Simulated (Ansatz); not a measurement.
**Sc5Al: vibrational free energy, entropy and heat capacity**

Theory: DFT PBE, scalar-relativistic, plane waves, PAW in Ansatz 0.2.0. Plane waves to 420 eV; Γ-centred k mesh 12×12×4; Fermi-Dirac smearing of 0.15 eV. No spin polarisation. Phonons by linear response, acoustic sum rule imposed.

The cell, relaxed at this level:
```cif
data_structure
_symmetry_space_group_name_H-M 'P4/mmm'
_symmetry_Int_Tables_number 123
_cell_length_a 3.2547
_cell_length_b 3.2547
_cell_length_c 13.1147
_cell_angle_alpha 90.000
_cell_angle_beta 90.000
_cell_angle_gamma 90.000
_cell_volume 138.92
loop_
_atom_site_label
_atom_site_type_symbol
_atom_site_symmetry_multiplicity
_atom_site_Wyckoff_symbol
_atom_site_fract_x
_atom_site_fract_y
_atom_site_fract_z
_atom_site_occupancy
Sc1 Sc 2 g 0.00000 0.00000 0.64304 1
Sc2 Sc 2 h 0.50000 0.50000 0.82147 1
Sc3 Sc 1 a 0.00000 0.00000 0.00000 1
Al1 Al 1 d 0.50000 0.50000 0.50000 1
```

The structure comes from a generated guess, relaxed at this level; another structure or a mixture of phases may lie lower. In a metal, frequencies and elastic constants depend on the k mesh and the smearing, soft modes and shear constants most. The q mesh is coarse, so values between its points are rough.

Force constants from linear response on a 2×2×1 q mesh, interpolated to a fine mesh.

Phonon density of states, in bins of 5 cm⁻¹:
```csv
bin centre (cm⁻¹),share of modes (%)
2.5,0.0
7.5,0.0
12.5,0.0
17.5,0.0
22.5,0.0
27.5,0.1
32.5,0.1
37.5,0.2
42.5,0.2
47.5,0.4
52.5,0.6
57.5,0.7
62.5,1.0
67.5,0.8
72.5,0.8
77.5,0.9
82.5,0.9
87.5,1.1
92.5,1.3
97.5,1.3
102.5,1.6
107.5,2.0
112.5,2.3
117.5,2.4
122.5,3.2
127.5,2.9
132.5,3.0
137.5,3.2
142.5,3.9
147.5,4.3
152.5,3.8
157.5,3.9
162.5,3.6
167.5,3.7
172.5,4.1
177.5,4.5
182.5,5.0
187.5,7.3
192.5,4.9
197.5,2.0
202.5,0.9
207.5,0.3
212.5,0.0
217.5,0.0
222.5,0.0
227.5,0.0
232.5,0.2
237.5,0.5
242.5,0.8
247.5,1.5
252.5,1.6
257.5,1.5
262.5,3.0
267.5,2.3
272.5,3.3
277.5,1.9
282.5,0.1
```

**Question.** How much zero-point energy does an atom carry?

**Answer.** 31.0 meV.

**Question.** How large are the vibrational entropy and heat capacity at 300 K?

**Answer.** S = 3.95 k_B and C_V = 2.83 k_B per atom, 94 % of the Dulong–Petit value.

**Question.** Tabulate them against temperature.

**Answer.**
| T (K) | F_vib (meV/atom) | S (k_B/atom) | C_V (k_B/atom) |
| --- | --- | --- | --- |
| 100 | 27.4 | 1.23 | 1.90 |
| 200 | 9.4 | 2.84 | 2.64 |
| 300 | -20.1 | 3.95 | 2.83 |
| 400 | -57.8 | 4.78 | 2.90 |
| 500 | -101.9 | 5.43 | 2.94 |
| 600 | -151.1 | 5.97 | 2.96 |
| 700 | -204.5 | 6.42 | 2.97 |
| 800 | -261.6 | 6.82 | 2.98 |
| 900 | -321.9 | 7.17 | 2.98 |
| 1000 | -385.0 | 7.48 | 2.98 |
